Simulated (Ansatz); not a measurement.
## Property card for Si$_{3}$N$_{4}$

Si₃N₄:
```yaml
crystal:
  lattice:
    - [7.66320, 0.00000, 0.00000]
    - [-3.83160, 6.63653, 0.00000]
    - [0.00000, 0.00000, 2.92626]
  atoms:
    - { symbol: Si, position: [0.23110, 0.82500, 0.75000] }
    - { symbol: Si, position: [0.76890, 0.17500, 0.25000] }
    - { symbol: Si, position: [0.40610, 0.23110, 0.25000] }
    - { symbol: Si, position: [0.59390, 0.76890, 0.75000] }
    - { symbol: Si, position: [0.17500, 0.40610, 0.75000] }
    - { symbol: Si, position: [0.82500, 0.59390, 0.25000] }
    - { symbol: N, position: [0.33333, 0.66667, 0.75000] }
    - { symbol: N, position: [0.66667, 0.33333, 0.25000] }
    - { symbol: N, position: [0.96917, 0.67000, 0.75000] }
    - { symbol: N, position: [0.03083, 0.33000, 0.25000] }
    - { symbol: N, position: [0.29917, 0.96917, 0.25000] }
    - { symbol: N, position: [0.70083, 0.03083, 0.75000] }
    - { symbol: N, position: [0.33000, 0.29917, 0.75000] }
    - { symbol: N, position: [0.67000, 0.70083, 0.25000] }
```

Space group P6_3/m (No. 176); conventional cell a = b = 7.6632 Å, c = 2.9263 Å, α = β = 90.00°, γ = 120.00°.

Method: the program Ansatz at the PBE level (PAW). The cell and atoms are relaxed at this level. Other levels are named where they apply.

**Cell and energy**

```
Item                                                          Result
-----------------------------------------------------  -------------
Volume per atom                                             10.63 Å³
Density                                                   3.13 g/cm³
Formation energy from the elements (no fitted shifts)  -1.05 eV/atom
```

**Electronic structure**

```
Quantity                                                                   Result
----------------------------------------  ---------------------------------------
Band gap                                                       4.25 eV (indirect)
Valence-band maximum                      on the Γ–A line, 34 % of the way from Γ
Conduction-band minimum                                                      at Γ
Smallest direct gap on the standard path                                  4.45 eV
```

The cell was relaxed with PBE under the symmetry of its start. The references are the lowest solids computed at this level, not always the standard phases (solids in place of the gases).

Potentials: the earlier of the program's two PAW sets.
